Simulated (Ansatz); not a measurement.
Generalised stacking fault of NaCl (rock salt) on the {110} plane. The cell below holds the perfect crystal with the plane normal along z; tilting its third vector by the shift puts one fault into each cell, between planes 1.98 Å apart, at fixed cell height.

```xyz
6
Lattice="3.9653 0.0000 0.0000 0.0000 5.6077 0.0000 1.9826 2.8039 5.9479" Properties=species:S:1:pos:R:3 pbc="T T T"
Cl     1.6522     2.3366     4.9566
Cl     1.6522     2.3366     0.9913
Cl     3.6348     5.1404     2.9739
Na     1.6522     5.1404     4.9566
Na     1.6522     5.1404     0.9913
Na     3.6348     2.3366     2.9739
```

In-plane vectors a = (3.965, 0.000) Å, b = (0.000, 5.608) Å, area 22.24 Å². The shift is s times the vector a (length 3.965 Å), so s = 1 restores the start. The shift is rigid: no atom relaxes. γ = [E(shift) − E(0)] / area.

Calculation: r2SCAN (plane waves to 500 eV, PAW, scalar-relativistic; Ansatz, a quantum-chemistry and plane-wave program). k mesh 7×7×7 (Γ-centred), Fermi-Dirac smearing 0.05 eV. E is the zero-smearing estimate. Compression counts positive. Faults lie only 5.9 Å apart, and holding the cell height and the atoms raises γ above its relaxed value. Left out: 3 of 12 points, with atoms too close for the PAW data. NaCl was relaxed with its symmetry unable to fall. The zero of γ is zero shift.

| shift (Å) | σ normal to the fault (GPa) | γ (meV/Å²) |
|---|---|---|
| 0.000 | 0.0 | 0.0 |
| 0.330 | 0.9 | 4.4 |
| 0.661 | 4.1 | 19.3 |
| 0.991 | ___ | 47.9 |
| 1.322 | 19.2 | ___ |
| 2.644 | 19.2 | ___ |
| 2.974 | ___ | 47.9 |
| 3.304 | 4.1 | 19.3 |
| 3.635 | 0.9 | 4.4 |

Question: Some entries are withheld; supply them.

Answer: 
- 0.991, σ normal to the fault (GPa): 10.3
- 1.322, γ (meV/Å²): 88.0
- 2.644, γ (meV/Å²): 88.0
- 2.974, σ normal to the fault (GPa): 10.3

(The slope of γ gives the shear force per area between the displaced halves; near zero shift its curvature is an elastic stiffness.)
